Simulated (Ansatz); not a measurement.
Values for one crystal, relaxed and computed with plane-wave PAW r²SCAN (Ansatz code); other levels are named.

```yaml
volume_per_atom: 13.99 Å³
electronic_character: metallic (no gap)
Pressure derivative B′: 4.2
Formation energy from the elements (no fitted shifts): -0.89 eV/atom
Gap with spin–orbit coupling: none (metallic)
Bulk modulus (Birch–Murnaghan fit): 168 GPa
Density of states at the Fermi level: 0.22 states/eV per atom (mean over ±0.08 eV)
```

### Question
Which of these materials gives this?
A) SiB6, R-3m (B on 18h, B on 18h, Si on 6c)
B) Zr2GeB2, P-6m2 (Zr on 2h, Ge on 1a, B on 1b, B on 1f)
C) Co3CuB, anti-perovskite
D) LaB6, Pm-3m (La on 1a, B on 6f)

### Answer
B, Zr2GeB2, P-6m2 (Zr on 2h, Ge on 1a, B on 1b, B on 1f)

The start of the workflow was typed in or built on a structure type; neither database checked (COD, Materials Project) lists it. Its standing as an ambient phase is unchecked. Symmetry was held in the r²SCAN relaxation; whether a distortion lowers the energy is not shown. The run is not spin-polarised. The references are the lowest solids computed at this level, not always the standard phases. Spin–orbit coupling is left out wherever it is not named.

Potentials: the earlier of the program's two PAW sets. The files were generated under PBE; for other functionals the program regenerates the frozen cores, and for LDA and PBEsol the local potential too.
